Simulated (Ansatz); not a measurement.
Na3P:
```
Na3P
1.0
    4.92451     0.00000     0.00000
   -2.46225     4.26475     0.00000
    0.00000     0.00000     8.77174
Na P
6 2
Direct
  0.00000   0.00000   0.25000
  0.00000   0.00000   0.75000
  0.33333   0.66667   0.57963
  0.66667   0.33333   0.42037
  0.66667   0.33333   0.07963
  0.33333   0.66667   0.92037
  0.33333   0.66667   0.25000
  0.66667   0.33333   0.75000
```

This is the PBEsol-relaxed structure. x, y and z are the axes in which the lattice vectors are written.

**Question.** All from DFT-PBEsol in the program Ansatz with PAW potentials, unless another level is named. Give the formation energy from the elements (no fitted shifts).

**Answer.** -0.34 eV/atom.

**Question.** Next, the hole effective mass, band 2 of 2 at the edge?

**Answer.** 0.076 along x, 6.3 along z (mₑ).

**Question.** Next, the electron effective mass?

**Answer.** 0.074, 0.074, 0.085 mₑ (principal values).

**Question.** Predict the valence-band maximum.

**Answer.** at Γ.

Space group P6_3/mmc. The workflow started from a Materials Project entry (that database holds measured and hypothetical structures alike); the Crystallography Open Database files this formula in space group No. 194, but the cells were not matched. Its standing as an ambient phase is unchecked. The PBEsol relaxation kept the symmetry of its start; whether a distortion lowers the energy is not shown. The references are the lowest solids computed at this level, not always the standard phases.

Potentials: the later of the program's two PAW sets.

Edges and masses are those of Kohn–Sham bands, whose gap is no quasiparticle gap.
